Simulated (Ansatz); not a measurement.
**Ni3Sn4: computed property card**

Ni3Sn4:
```yaml
crystal:
  lattice:
    - [6.05669, 2.01692, 0.00000]
    - [-6.05669, 2.01692, 0.00000]
    - [-1.37023, 0.00000, 5.00410]
  atoms:
    - { symbol: Ni, position: [0.00000, 0.00000, 0.00000] }
    - { symbol: Ni, position: [0.78403, 0.21597, 0.66405] }
    - { symbol: Ni, position: [0.21597, 0.78403, 0.33595] }
    - { symbol: Sn, position: [0.57243, 0.42757, 0.31295] }
    - { symbol: Sn, position: [0.42757, 0.57243, 0.68705] }
    - { symbol: Sn, position: [0.82877, 0.17123, 0.18889] }
    - { symbol: Sn, position: [0.17123, 0.82877, 0.81111] }
```

Space group C2/m (No. 12); conventional cell a = 12.1134 Å, b = 4.0338 Å, c = 5.1883 Å, α = 90.00°, β = 105.31°, γ = 90.00°.

Method: PBEsol in the plane-wave PAW code Ansatz. Structure relaxed to zero pressure with the same functional. Other levels are named where they apply.

**Cell and energy**

```yaml
volume_per_atom: 17.47 Å³
density: 8.84 g/cm³
Formation energy from the elements (no fitted shifts): -0.27 eV/atom
```

**Electronic structure**

```yaml
electronic_character: metallic (no gap)
Density of states at the Fermi level: 0.40 states/eV per atom (mean over ±0.08 eV)
Gap with spin–orbit coupling: none (metallic)
```

**Mechanics**

```yaml
Bulk modulus (Birch–Murnaghan fit): 114 GPa
Pressure derivative B′: 5.1
```

**Phonons**

```yaml
highest_zone_centre_frequency: 247 cm^-1
zone_centre_stability: no imaginary mode at Γ
```

The first step of the workflow began from a Materials Project structure, measured or hypothetical; the Crystallography Open Database files this formula in space group No. 12, but the cells were not matched. Whether it is the stable phase at ambient conditions was not checked. The cell was relaxed with PBEsol under the symmetry of its start. No spin polarisation was allowed. As this level gives no gap, phonon frequencies hold no LO–TO term and depend on the k-mesh and smearing (Fermi–Dirac, 0.1 eV here). Axis ratios of metals converge slowly with the k-mesh, so a and c are less sure than the volume. The references are the lowest solids computed at this level, not always the standard phases. Scalar-relativistic: spin–orbit coupling is off unless named, which matters more the heavier the elements.

Potentials: the later of the program's two PAW sets.
